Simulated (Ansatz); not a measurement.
Relaxed-ion elastic tensor of AlCo (CsCl type, space group No. 221) in GPa (Voigt order), DFT-PBE in the program Ansatz with PAW potentials; density 6.15 g/cm³, 11.60 Å³ per atom.

```
281  128  128  0.0  0.0  0.0
128  281  128  0.0  0.0  0.0
128  128  281  0.0  0.0  0.0
0.0  0.0  0.0  141  0.0  0.0
0.0  0.0  0.0  0.0  141  0.0
0.0  0.0  0.0  0.0  0.0  141
```

Task: Is the crystal mechanically stable?

Result: Yes: the smallest eigenvalue of C is 141 GPa.

Task: Work out the Voigt, Reuss and Hill averages.

Result: K_V = 179, K_R = 179, K_H = 179; G_V = 115, G_R = 105, G_H = 110 GPa.

Task: Give Young's modulus, Poisson's ratio, Pugh's ratio and the universal anisotropy index.

Result: E = 9KG/(3K + G) = 275 GPa; ν = 0.24; K/G = 1.62 (brittle by the Pugh limit of 1.75); A_U = 5G_V/G_R + K_V/K_R − 6 = 0.47.

Task: Estimate the sound speeds and the Debye temperature.

Result: v_l = √((K + 4G/3)/ρ) = 7280 m/s, v_t = √(G/ρ) = 4240 m/s, mean 4700 m/s; Θ = (h/k)(3n/4πV)^(1/3) v_m = 618 K.

Task: Give the Zener ratio and Young's modulus along [100], [110] and [111].

Result: A = 2C44/(C11 − C12) = 1.85; 1/E = S11 − 2(S11 − S12 − S44/2)Γ with Γ = 0, 1/4, 1/3 gives 201, 287, 336 GPa.

Task: Solve the Christoffel equation for the three sound speeds along [100], [110], [111].

Result: Eigenvalues of C_ijkl n_j n_l equal ρv². In km/s, slowest first: [100] 4.79, 4.79, 6.76; [110] 3.52, 4.79, 7.50; [111] 3.99, 3.99, 7.73.

Space group Pm-3m (CsCl type). The PBE relaxation kept the symmetry of its start; phonons on a q-mesh show no instability. The run is not spin-polarised. As this level gives no gap, shear constants depend on the k-mesh and smearing (Fermi–Dirac, 0.1 eV here).

Potentials: the later of the program's two PAW sets.
